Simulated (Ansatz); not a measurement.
Relaxed-ion elastic tensor of Nb$_{3}$Ir (A15 (Cr3Si type), Pm-3n) in GPa (Voigt order), r²SCAN in the plane-wave PAW code Ansatz; density 11.45 g/cm³, 17.07 Å³ per atom.

```json
[
 {"": "1", "1": "442", "2": "127", "3": "127", "4": "0.0", "5": "0.0", "6": "0.0"},
 {"": "2", "1": "127", "2": "442", "3": "127", "4": "0.0", "5": "0.0", "6": "0.0"},
 {"": "3", "1": "127", "2": "127", "3": "442", "4": "0.0", "5": "0.0", "6": "0.0"},
 {"": "4", "1": "0.0", "2": "0.0", "3": "0.0", "4": "84.5", "5": "0.0", "6": "0.0"},
 {"": "5", "1": "0.0", "2": "0.0", "3": "0.0", "4": "0.0", "5": "84.5", "6": "0.0"},
 {"": "6", "1": "0.0", "2": "0.0", "3": "0.0", "4": "0.0", "5": "0.0", "6": "84.5"}
]
```

Q: Is the crystal mechanically stable?

A: Yes: the smallest eigenvalue of C is 84.5 GPa.

Q: Work out the Voigt, Reuss and Hill averages.

A: K_V = 232, K_R = 232, K_H = 232; G_V = 114, G_R = 104, G_H = 109 GPa.

Q: Give Young's modulus, Poisson's ratio, Pugh's ratio and the universal anisotropy index.

A: E = 9KG/(3K + G) = 282 GPa; ν = 0.30; K/G = 2.14 (ductile by the Pugh limit of 1.75); A_U = 5G_V/G_R + K_V/K_R − 6 = 0.48.

Q: Estimate the sound speeds and the Debye temperature.

A: v_l = √((K + 4G/3)/ρ) = 5740 m/s, v_t = √(G/ρ) = 3080 m/s, mean 3440 m/s; Θ = (h/k)(3n/4πV)^(1/3) v_m = 398 K.

Q: Give the Zener ratio and Young's modulus along [100], [110] and [111].

A: A = 2C44/(C11 − C12) = 0.54; 1/E = S11 − 2(S11 − S12 − S44/2)Γ with Γ = 0, 1/4, 1/3 gives 386, 252, 226 GPa.

Q: Solve the Christoffel equation for the three sound speeds along [100], [110], [111].

A: Eigenvalues of C_ijkl n_j n_l equal ρv². In km/s, slowest first: [100] 2.72, 2.72, 6.22; [110] 2.72, 3.71, 5.68; [111] 3.41, 3.41, 5.49.

The workflow started from a Materials Project entry (that database holds measured and hypothetical structures alike); the Crystallography Open Database files this formula in space group No. 223, but the cells were not matched. Its standing as an ambient phase is unchecked. Symmetry was held in the r²SCAN relaxation; whether a distortion lowers the energy is not shown. The run is not spin-polarised. As this level gives no gap, shear constants depend on the k-mesh and smearing (Fermi–Dirac, 0.1 eV here). Spin–orbit coupling is left out wherever it is not named.

Potentials: the later of the program's two PAW sets.
